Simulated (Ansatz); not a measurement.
Cu3Sb:
```yaml
crystal:
  lattice:
    - [4.47828, 0.00000, 0.00000]
    - [-2.23914, 3.87831, 0.00000]
    - [0.00000, 0.00000, 4.88974]
  atoms:
    - { symbol: Sb, position: [0.00000, 0.00000, 0.00000] }
    - { symbol: Cu, position: [0.00000, 0.00000, 0.50000] }
    - { symbol: Cu, position: [0.33333, 0.66667, 0.00000] }
    - { symbol: Cu, position: [0.66667, 0.33333, 0.00000] }
```

Relaxed with r²SCAN. Special points in fractions of this cell's reciprocal vectors: Γ (0.000, 0.000, 0.000); M (0.500, 0.000, 0.000); K (0.333, 0.333, 0.000); A (0.000, 0.000, 0.500); L (0.500, 0.000, 0.500); H (0.333, 0.333, 0.500).

Problem. List the band energies nearest the Fermi level at these points for r²SCAN in the plane-wave PAW code Ansatz.

Solution. In eV from the Fermi level; about four levels below and three above (degenerate sets whole), none deeper than 8.9 eV; points with the same levels are listed once.

```
k                          below           above
-  -----------------------------  --------------
Γ        -2.86 -2.86 -2.83 -2.83  0.07 0.38 0.38
M        -2.87 -2.75 -2.69 -1.67  0.56 1.42 2.97
K        -2.74 -2.70 -2.70 -1.63  1.12 3.89 3.89
A  -3.03 -3.03 -2.88 -2.78 -2.78  0.42 1.01 1.01
L        -2.49 -2.11 -2.02 -0.49  1.02 3.91 4.26
H        -2.74 -2.54 -2.54 -2.03  0.56 0.56 5.29
```

Space group P6/mmm. The start of the workflow was typed in or built on a structure type; neither database checked (COD, Materials Project) lists it. Its standing as an ambient phase is unchecked. Symmetry was held in the r²SCAN relaxation; whether a distortion lowers the energy is not shown. The run is not spin-polarised. Its formation energy is positive at this level, so the cell may be metastable or incomplete. Scalar-relativistic: spin–orbit coupling is off unless named, which matters more the heavier the elements.

Potentials: the later of the program's two PAW sets.
